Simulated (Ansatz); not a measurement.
F:
```
CELL_PARAMETERS angstrom
      3.02086     1.81120     0.00000
     -3.02086     1.81120     0.00000
     -0.21782     0.00000     6.72691
ATOMIC_POSITIONS crystal
  F  0.91639 0.41446 0.59369
  F  0.08361 0.58554 0.40631
  F  0.41446 0.91639 0.90631
  F  0.58554 0.08361 0.09369
```

Relaxed with PBEsol. Special points in fractions of this cell's reciprocal vectors: Γ (0.000, 0.000, 0.000); C (0.340, 0.340, 0.000); C2 (-0.340, 0.660, 0.000); Y2 (-0.500, 0.500, 0.000); M2 (-0.500, 0.500, 0.500); D (-0.337, 0.663, 0.500); D2 (0.337, 0.337, 0.500); A (0.000, 0.000, 0.500); L2 (0.000, 0.500, 0.500); V2 (0.000, 0.500, 0.000).

### Question
List the band energies nearest the valence-band maximum at these points for DFT-PBEsol in the program Ansatz with PAW potentials.

### Answer
In eV from the valence-band maximum; about four levels below and three above (degenerate sets whole), none deeper than 8.9 eV; … stands for higher levels left out; points with the same levels are listed once.

```tsv
k	below	above
Γ	-0.34 -0.09 -0.05 0.00	3.19 3.89 …
C	-0.34 -0.28 -0.08 -0.05	3.50 3.74 …
Y2	-0.44 -0.39 -0.05 -0.02	3.35 3.86 …
M2	-0.24 -0.24 -0.22 -0.22	3.60 3.60 …
D	-0.19 -0.19 -0.14 -0.14	3.60 3.60 …
A	-0.21 -0.21 -0.05 -0.05	3.52 3.52 …
L2	-0.20 -0.19 -0.07 -0.05	3.59 3.60 …
V2	-0.23 -0.22 -0.10 -0.09	3.61 3.62 …
```

Space group C2/c. The PBEsol relaxation kept the symmetry of its start. The substance is a gas or liquid at ambient conditions; this is its low-temperature solid. A crystal of weakly bound molecules computed without a dispersion correction: the cell and the soft elastic constants depend strongly on that.

Potentials: the later of the program's two PAW sets.
